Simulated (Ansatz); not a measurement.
The relaxed structure here is a generated cell of ZrN: the first start was made by placing the elements on the sites of a structure type, and the end was not matched to a known phase here, so it may be hypothetical. Known forms of ZrN include space group No. 225.

The end point of a relaxation of ZrN. Calculation: PBEsol (plane waves to 420 eV, PAW, scalar-relativistic; Ansatz, a first-principles code).

```
CELL_PARAMETERS angstrom
      4.73986     2.73656     1.00171
     -4.73986     2.73656     1.00171
      0.00000    -5.47312     1.00171
ATOMIC_POSITIONS crystal
  Zr 0.00735 0.00735 0.68842
  Zr 0.00735 0.68842 0.00735
  Zr 0.68842 0.00735 0.00735
  N  0.29601 0.29601 0.59163
  N  0.29601 0.59163 0.29601
  N  0.59163 0.29601 0.29601
```

### Question
Determine the symmetry and give the standard cell with its independent sites.

### Answer
Space group R3m, hexagonal axes (No. 160); a = b = 9.480 Å, c = 3.005 Å, α = β = 90.00°, γ = 120.00°

```csv
atom,site,symmetry,x,y,z
Zr,9b,.m,0.4540,0.2270,0.2344
N,9b,.m,0.1971,0.0985,0.3946
```

This is the AFLOW prototype AB_hR6_160_b_b (B13, as in NiS).

### Question
Give the shortest distances between elements (the closest pairs, up to four, under 3.6 Å).

### Answer
N–Zr 2.16 Å; N–N 2.80 Å; Zr–Zr 3.01 Å.

```json
{
 "volume_per_atom": "12.99 Å³",
 "band_gap": "no gap (metallic)"
}
```

No spin polarisation in the result. The relaxed primitive cell holds an odd number of electrons. A magnetic state may lie lower.

The run could not lose the symmetry of its start: the end is stationary, and may be a saddle point rather than a minimum.
